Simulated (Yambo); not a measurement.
Rh₂O₃ (corundum, space group R-3c, No. 167), G0W0@LDA in Yambo (2×2×2 mesh, plasmon pole; 7 Ry block, no terminator). The number N of bands in W and G is varied.

| N | x = 1/N | gap Γ → F (eV) | shift of the valence edge (eV) |
|---|---|---|---|
| 90 | 0.01111 | 1.117 | 0.770 |
| 117 | 0.00855 | 1.084 | 0.726 |
| 151 | 0.00662 | 1.047 | 0.621 |
| 185 | 0.00541 | ? | ? |

**Question.** Basis-set arguments suggest E = E∞ + A x. Fix A and E∞ from the two rows above the withheld one, predict the row at 185 bands, and test the form.

**Answer.** Gap: A = (1.047 − (1.084))/(0.00662 − 0.00855) = 19.2, E∞ = 0.920 eV, so 1.024 eV is predicted; the run gave 1.054 eV (miss 30 meV). The first two rows have slope 12.9, so the form doesn't hold yet over the whole range. Shift: A = (0.621 − (0.726))/(0.00662 − 0.00855) = 54.4, E∞ = 0.261 eV, so 0.555 eV is predicted; the run gave 0.526 eV (miss 29 meV). The first two rows have slope 17.2, so the form doesn't hold yet over the whole range. The other settings are held fixed.

Spin-orbit coupling is not included.

Geometry of the Materials Project entry, not relaxed at this level; primitive cell a = b = c = 5.4997 Å, α = β = γ = 55.76°.

A shift is the quasiparticle energy of the state minus its LDA energy.
